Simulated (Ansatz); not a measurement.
ZrCl4:
```
CELL_PARAMETERS angstrom
      6.36513     0.00000     0.00000
      0.00000     7.47734     0.00000
     -2.03304     0.00000     5.93931
ATOMIC_POSITIONS crystal
  Zr 0.00000 0.83034 0.75000
  Zr 0.00000 0.16966 0.25000
  Cl 0.74434 0.36641 0.01899
  Cl 0.25566 0.63359 0.98101
  Cl 0.25566 0.36641 0.48101
  Cl 0.74434 0.63359 0.51899
  Cl 0.22691 0.89381 0.49942
  Cl 0.77309 0.10619 0.50058
  Cl 0.77309 0.89381 0.00058
  Cl 0.22691 0.10619 0.99942
```

Relaxed with r²SCAN+D4.

Task: Map the electron localisation function on the plane through (0.000, 0.830, 0.750) spanned by u = [0, 1, 0] and v = [1, 0, -1] in lattice vectors, from r²SCAN+D4 in the plane-wave PAW code Ansatz.

Result: x is the fraction of u, y of v (the angle between them is 90°; rows are the nearest grid lines); atoms in the plane: Zr at (0.00, 0.00), Cl at (0.54, 0.74), Cl at (0.54, 0.26).
```
y \ x   0.000  0.0811  0.189  0.270  0.351  0.459  0.541  0.649  0.730  0.811  0.919   1.00
------  -----  ------  -----  -----  -----  -----  -----  -----  -----  -----  -----  -----
1.00    0.072   0.799  0.044  0.048  0.023  0.005  0.001  0.011  0.045  0.057  0.799  0.072
0.925   0.748   0.316  0.036  0.030  0.016  0.013  0.036  0.007  0.028  0.042  0.414  0.748
0.850   0.790   0.846  0.574  0.048  0.062  0.698  0.791  0.504  0.019  0.015  0.386  0.790
0.775   0.764   0.269  0.847  0.141  0.416  0.843  0.638  0.880  0.404  0.013  0.812  0.764
0.700   0.898   0.857  0.775  0.067  0.468  0.845  0.656  0.880  0.442  0.007  0.764  0.898
0.625   0.461   0.515  0.067  0.012  0.067  0.696  0.795  0.525  0.020  0.004  0.043  0.461
0.550   0.003   0.003  0.007  0.010  0.008  0.013  0.040  0.005  0.006  0.009  0.006  0.003
0.450   0.003   0.003  0.007  0.010  0.008  0.013  0.040  0.005  0.006  0.009  0.006  0.003
0.375   0.461   0.515  0.067  0.012  0.067  0.696  0.795  0.525  0.020  0.004  0.043  0.461
0.300   0.898   0.857  0.775  0.067  0.468  0.845  0.656  0.880  0.442  0.007  0.764  0.898
0.225   0.764   0.269  0.847  0.141  0.416  0.843  0.638  0.880  0.404  0.013  0.812  0.764
0.150   0.790   0.846  0.574  0.048  0.062  0.698  0.791  0.504  0.019  0.015  0.386  0.790
0.0750  0.748   0.316  0.036  0.030  0.016  0.013  0.036  0.007  0.028  0.042  0.414  0.748
0.000   0.072   0.799  0.044  0.048  0.023  0.005  0.001  0.011  0.045  0.057  0.799  0.072
```

The density is the valence pseudo-density with augmentation charge, so density and ELF within about 1 Å of a nucleus are not all-electron values.

Space group P2/c. The workflow started from a Materials Project entry (that database holds measured and hypothetical structures alike); the Crystallography Open Database files this formula in space group No. 13, but the cells were not matched. Its standing as an ambient phase is unchecked. The r²SCAN+D4 relaxation kept the symmetry of its start; its stability against distortions is not shown here. The run is not spin-polarised.

Potentials: the earlier of the program's two PAW sets. The files were generated under PBE; for other functionals the program regenerates the frozen cores, and for LDA and PBEsol the local potential too.
